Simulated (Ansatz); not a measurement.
TiSe2 (CdI2 type)

```cif
data_Se2Ti
_chemical_formula_sum 'Ti1 Se2'
_space_group_name_H-M_alt 'P 1'
_space_group_IT_number 1
_cell_length_a 3.48104
_cell_length_b 3.48104
_cell_length_c 5.87186
_cell_angle_alpha 90.000
_cell_angle_beta 90.000
_cell_angle_gamma 120.000
loop_
_space_group_symop_operation_xyz
  'x, y, z'
loop_
_atom_site_label
_atom_site_type_symbol
_atom_site_fract_x
_atom_site_fract_y
_atom_site_fract_z
_atom_site_occupancy
Ti1 Ti 0.00000 0.00000 0.00000 1
Se1 Se 0.66667 0.33333 0.26465 1
Se2 Se 0.33333 0.66667 0.73535 1
```

Equation-of-state scan: isotropic scaling of the cell above, V₀ being its volume. The atoms relax within the cell's symmetry.

These are PBE-D3(BJ) (plane waves to 420 eV, PAW, scalar-relativistic; Ansatz, a first-principles code) values and carry that method's errors. k mesh 15×15×8 (Γ-centred), Fermi-Dirac smearing 0.05 eV. The energy includes the smearing's −TS. With the shape held, the modulus is that of even scaling; a crystal free to change shape is softer. TiSe2 is run without spin polarisation. TiSe2 was relaxed with its symmetry unable to fall. ΔE is measured from the relaxed starting cell. The last digit holds for this mesh only.

| V (Å³/atom) | ΔE (meV/atom) |
|---|---|
| 17.254 | 109.5 |
| 18.075 | 55.8 |
| 18.897 | 22.6 |
| 19.718 | 5.2 |
| 20.540 | 0.0 |
| 21.362 | 4.4 |
| 22.183 | 16.1 |
| 23.005 | 33.7 |
| 23.826 | 55.9 |

Q: What is the fitted pressure derivative B₀′?

A: 5.2.

Q: What bulk modulus at fixed cell shape B₀ follows from a third-order Birch-Murnaghan fit?

A: 46.4 GPa. Check by three points about V = 20.540 Å³/atom, step 1.643: d²E/dV² ≈ (23 − 2·0 + 16) meV / 1.643² = 0.0144 eV/Å⁶, and V·d²E/dV² × 160.2 = 47.5 GPa.

(A scan under strain: stresses follow from slopes of the energy per volume, elastic moduli from its curvatures.)
